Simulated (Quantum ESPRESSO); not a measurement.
# Planted mistakes on one cell of Mg3FSClSe

These are calculations, not measurements. They come from pw.x of Quantum ESPRESSO 7.5, a plane-wave density functional program, with PseudoDojo standard norm-conserving files (v0.5 for PBE, v0.4.1 for LDA and PBEsol). The cells are made up: elements, strain and atom displacements were drawn at random, and nothing was relaxed. There is no spin polarisation, spin-orbit coupling or dispersion term.

The cell has 8 sites of a wurtzite lattice (rectangular cell). Sites 1 to 4 hold Mg Mg empty Mg; sites 5 to 8 hold F S Cl Se. Cell vectors in Å: (3.806, 0.015, -0.020); (0.025, 6.555, 0.048); (-0.033, 0.045, 6.163). Settings: PBE, cutoff 1170 eV, 5 x 4 x 4 k mesh shifted by half a step, Fermi-Dirac smearing of 0.025 eV.

The intended run has a self-consistency threshold of 1e-07 eV, a smearing term of 0.000 eV, a pressure of 15.10 GPa and 11 iterations. Each further run changes one thing: all lengths scaled by 0.9823; atoms of sites 4 and 6 exchanged; cutoff 831 eV; files of LDA; k mesh 2 x 2 x 2; one electron added; smearing 0.77 eV; threshold 0.9 eV. A coarse mesh keeps the shift, and a charged cell sits in a uniform background.

```
run  change of free energy (eV)  smearing term -TS (eV)  change of P (GPa)  largest change of a force component (eV/Å)  iterations
  A                       0.884                   0.000               5.27                                       0.673          11
  B                       0.042                   0.000               1.92                                       0.368           4
  C                      -0.386                   0.000              -0.57                                       0.102          11
  D                       2.530                   0.000             -24.80                                       0.022          11
  E                       7.417                  -0.008              11.90                                       0.625          11
  F                      11.400                   0.000              -3.79                                       0.260          11
  G                      -0.408                  -1.680               0.87                                       0.296          11
  H                       4.804                   0.000               2.94                                       2.732          12
```

A rerun of the intended cell at 1467 eV and k mesh 7 x 6 x 6 moved values by no more than 0.002 eV in the cell's energy, 0.04 GPa in stress and 0.009 eV/Å in force.

Question: which change belongs to which run?

## Worked reading

Run B has the fewest iterations, as a run stopped early does. Run G has the largest smearing term, as wide smearing gives. Run D has a higher energy and the largest fall in pressure, as too small a basis gives. Run A changes the volume by a factor of 0.9478; minus its pressure change over the logarithm of that factor, 98 GPa, is a rough bulk modulus with clamped atoms. Energies from files of another functional, or of a charged cell, have another zero and say nothing on stability; the pressure of a charged cell rests on the program's zero of potential too.

## Key

```
run                            change
  A      all lengths scaled by 0.9823
  B                  threshold 0.9 eV
  C                  k mesh 2 x 2 x 2
  D                     cutoff 831 eV
  E                one electron added
  F                      files of LDA
  G                  smearing 0.77 eV
  H  atoms of sites 4 and 6 exchanged
```